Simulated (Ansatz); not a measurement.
# Review of an SCF result for Ni

System: Ni, a measured crystal structure (space group Fm-3m, primitive cell doubled); the cell holds 2 atoms. Source: COD entry 9012978; the sample's temperature and pressure aren't taken into account, and it need not be the stable phase.

Theory: Ansatz development build ahead of 0.2.0, DFT, PBE, PAW, plane waves, scalar-relativistic.

```yaml
crystal:
  lattice:
    - [0.0, 1.76715, 1.76715]
    - [3.5343, 0.0, 3.5343]
    - [1.76715, 1.76715, 0.0]
  atoms:
    - { symbol: Ni, position: [0.0, 0.0, 0.0], spin: 2.0 }
    - { symbol: Ni, position: [0.0, 0.5, 0.0], spin: -2.0 }
magnetization:
  spin_polarized: true
hamiltonian:
  xc: pbe
  pseudopotentials: { kind: paw }
basis:
  ecutwfc: 420
kpoints:
  mp_grid: { grid: [11, 6, 11] }
scf:
  occupations: { method: fermi_dirac, width: 0.1 }
  lower_state_search: "off"
output:
  forces: true
  stress: true
```

Time: 7.5 s on 2 threads of Arm Neoverse V1, with other jobs on the host, peak memory 0.4 GiB.

The end of the output:

```
SCF converged after 17 iterations
Magnetization: 0.0000 μB (18.0000 up, 18.0000 down)
Absolute magnetization: 0.0001 μB (∫|ρ↑−ρ↓|, with the PAW one-centre terms)
Spin contamination: 0.0000 ħ² per cell (⟨S²⟩ above its minimum at these occupations)
Per-site moments (μB) at R_I (Å): [(2.6432e-5, 1.0308), (-2.6432e-5, 1.0308)]
Free energy (F): -11679.423420 eV
Harris-Foulkes:  -11679.423420 eV  (|F-HF|=2.71e-10)
Internal energy: -11679.241802 eV  (E = F + TS)
E sigma→0 (E₀):  -11679.332611 eV
Entropy (-TS):   -0.181617 eV (-90.809 meV/atom)
Fermi energy:    17.673962 eV
--- Forces (eV/Å), atoms counted from 1 ---
  atom   1  Ni     0.00000000    -0.00000000     0.00000000
  atom   2  Ni    -0.00000000     0.00000000     0.00000000
--- Stress (GPa, compression-positive) ---
       -3.292828       0.054148      -0.192328
        0.054147      -2.991696       0.054147
       -0.192328       0.054148      -3.292828
  P = ⅓ Tr σ = -3.1925 GPa (-31.925 kbar)
```

The mesh is too coarse to rank close states of a metal with certainty: differences of some tens of meV/atom may change, at times in sign. The mesh has less symmetry than the lattice, which lowers the symmetry of the run.

A small moment in a metal is sensitive to the mesh and the smearing.

Site moments are taken inside atomic spheres and don't add up to the total.

The run converged. Is this the lowest state of the cell, and if not, what lies lower and how is it reached?

No, on this mesh. A state 35.1 meV/atom (0.070 eV per cell) lower exists in this cell: ferromagnetic, site moments Ni1 0.64, Ni2 0.64 μB, total 1.21 μB per cell, no gap on the k-mesh. It was reached from: parallel moments, default search for lower states [Ni1 2.00, Ni2 2.00 μB]; opposed moments +-, default search for lower states [Ni1 2.00, Ni2 -2.00 μB]. The wrong state matters: the pressure is -2.4 GPa there against -3.2 GPa here. This multiple of the primitive cell fits some opposed orders; other multiples fit others. Only collinear orders within this cell were tried; the true ground state may need a larger cell.
